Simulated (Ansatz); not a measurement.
Nb3Cl8:
Space group P-3m1 (No. 164); a = 6.754 Å, b = 6.754 Å, c = 12.427 Å, α = 90.00°, β = 90.00°, γ = 120.00°

```csv
atom,site,symmetry,x,y,z
Nb,6i,.m.,0.5287,0.0575,0.2463
Cl,2d,3m.,0.6667,0.3333,0.0987
Cl,2d,3m.,0.3333,0.6667,0.3547
Cl,6i,.m.,0.1647,0.3294,0.1383
Cl,6i,.m.,0.3375,0.1688,0.3787
```

Relaxed with r²SCAN+D4.

Q: Which orbitals make up the states near the Fermi level in the program Ansatz at the r²SCAN+D4 level (PAW)?

A: Within 0.5 eV of the Fermi level: Nb 4d 70 %, Cl 3p 25 %. Projections are on Löwdin-orthogonalised atomic valence shells; empty p or d shells of many metals are not among them.

Q: Tabulate the density of states.

A: States/eV per cell of 22 atoms, in 0.25 eV bins, energy from the Fermi level.

```
E (eV)  total  Cl 3p  Nb 4d  Cl 3s
------  -----  -----  -----  -----
-7.65    0.00   0.00   0.00   0.00
-7.40    8.95   6.60   1.45   0.08
-7.15   26.21  19.30   4.95   0.49
-6.90   15.67  11.87   2.70   0.27
-6.65   20.81  16.60   2.98   0.31
-6.40   21.55  17.70   2.97   0.29
-6.15   26.98  21.76   3.70   0.58
-5.90   34.68  28.03   4.67   0.85
-5.65   14.38  12.18   1.63   0.19
-5.40   34.06  27.87   5.45   0.22
-5.15   26.16  22.24   3.36   0.12
-4.90   20.73  18.26   1.99   0.13
-4.65   26.23  24.19   1.43   0.16
-4.40   32.45  30.19   1.66   0.15
-4.15   15.60  14.60   0.74   0.09
-3.90   20.90  19.78   0.89   0.06
-3.65   18.80  17.89   0.74   0.04
-3.40   12.47  11.96   0.41   0.02
-3.15    7.38   7.17   0.16   0.01
-2.90    0.00   0.00   0.00   0.00
-2.65    0.00   0.00   0.00   0.00
-2.40    0.00   0.00   0.00   0.00
-2.15   12.82   2.06  10.21   0.04
-1.90    3.17   0.65   2.34   0.02
-1.65    0.00   0.00   0.00   0.00
-1.40   22.32   2.62  19.10   0.05
-1.15    9.68   1.45   7.90   0.03
-0.90    0.00   0.00   0.00   0.00
-0.65    0.00   0.00   0.00   0.00
-0.40    0.00   0.00   0.00   0.00
-0.15    5.33   1.31   3.77   0.01
0.10    10.55   2.65   7.42   0.01
0.35     0.12   0.03   0.08   0.00
0.60     0.00   0.00   0.00   0.00
0.85     2.53   0.25   2.21   0.00
1.10    25.20   3.09  21.39   0.05
1.35     4.27   0.69   3.42   0.01
1.60     9.15   1.80   6.72   0.15
1.85    29.22   5.35  22.06   0.39
2.10    26.15   4.21  19.89   0.64
2.35    15.84   2.77  11.95   0.32
2.60    17.80   4.27  11.23   0.87
2.85    16.15   3.34  10.98   0.75
3.10    15.85   3.65  10.62   0.57
3.35    13.38   3.40   8.79   0.46
3.60     0.45   0.13   0.29   0.02
3.85     0.00   0.00   0.00   0.00
4.10     0.27   0.02   0.01   0.05
4.35     0.61   0.05   0.03   0.12
4.60     0.90   0.08   0.05   0.15
4.85     1.36   0.14   0.07   0.21
```

The workflow started from a Materials Project entry (that database holds measured and hypothetical structures alike); the Crystallography Open Database copy checked does not list it. Whether it is the stable phase at ambient conditions was not checked. Symmetry was held in the r²SCAN+D4 relaxation; whether a distortion lowers the energy is not shown. No spin polarisation was allowed. Scalar-relativistic: spin–orbit coupling is off unless named, which matters more the heavier the elements.

Potentials: the earlier of the program's two PAW sets. The files were generated under PBE; for other functionals the program regenerates the frozen cores, and for LDA and PBEsol the local potential too.
